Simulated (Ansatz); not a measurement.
Data:

TiO₂:
```cif
data_O4Ti2
_chemical_formula_sum 'Ti2 O4'
_space_group_name_H-M_alt 'P 1'
_space_group_IT_number 1
_cell_length_a 4.58057
_cell_length_b 4.58057
_cell_length_c 2.94430
_cell_angle_alpha 90.000
_cell_angle_beta 90.000
_cell_angle_gamma 90.000
loop_
_space_group_symop_operation_xyz
  'x, y, z'
loop_
_atom_site_label
_atom_site_type_symbol
_atom_site_fract_x
_atom_site_fract_y
_atom_site_fract_z
_atom_site_occupancy
Ti1 Ti 0.00000 0.00000 0.00000 1
Ti2 Ti 0.50000 0.50000 0.50000 1
O1 O 0.30523 0.30523 0.00000 1
O2 O 0.80523 0.19477 0.50000 1
O3 O 0.19477 0.80523 0.50000 1
O4 O 0.69477 0.69477 0.00000 1
```

This is the HSE06-relaxed structure.

### Question
All from the program Ansatz at the HSE06 level (PAW), unless another level is named. Predict the band gap.

### Answer
3.44 eV (direct).

### Question
Predict the valence-band maximum.

### Answer
at Γ.

Space group P4_2/mnm (rutile). The HSE06 relaxation kept the symmetry of its start. No spin polarisation was allowed. The hybrid was solved on a coarse mesh, the path and, where they were found, the r²SCAN edge points; its band edges are the extreme levels among these.

Potentials: the later of the program's two PAW sets.
